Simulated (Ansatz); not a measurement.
The elements of this relaxed trial crystal are hidden behind letters.

```
lattice vectors (Å)
   5.7641    0.0000    0.0000
  -2.8821    4.9919    0.0000
   0.0000    0.0000    4.3807
fractional positions
X 0.0000 0.0000 0.0000
Z 0.3333 0.6667 0.0000
Z 0.6667 0.3333 0.0000
Z 0.5000 0.0000 0.5000
Z 0.5000 0.5000 0.5000
Z 0.0000 0.5000 0.5000
```

Level of theory: DFT PBE, scalar-relativistic, plane waves, PAW (Ansatz). The final run on the 6-atom cell used 420 eV, a Γ-centred 12×12×8 mesh, 0.10 eV smearing and no spin polarisation.

* Space group: P6/mmm (No. 191)
* Conventional cell: a = 5.764 Å, c = 4.381 Å
* Volume per atom: 21.01 Å³
* Density: 2.93 g/cm³
* Energy over the elements: −0.13 eV/atom
* Gap on the 12×12×8 mesh of the 6-atom cell: 0 eV (a metal)

Energies are uncorrected and count from the elements' standard states at the same level.

Task: X is an s-block element of period 5 and Z is a p-block element of period 3. Which elements are they?

Result: X = Sr, Z = Al, so the formula is SrAl5, here in the CaCu5 type. Density times volume gives a mean mass of 2.93 × 21.01/1.6605 = 37.1 u per atom, and this set has 37.1 u. Among the elements that the hints allow, noble gases aside, only these give it. Sr is surrounded by 6 Al at 3.33 Å and 12 Al at 3.62 Å; Al on a site of symmetry -6m2 has 6 Al at 2.75 Å, 3 Sr at 3.33 Å and 3 Al at 3.33 Å; Al on a site of symmetry mmm has 8 Al at 2.75–2.88 Å and 4 Sr at 3.62 Å.

A structure relaxed within its symmetry needn't be a true minimum.
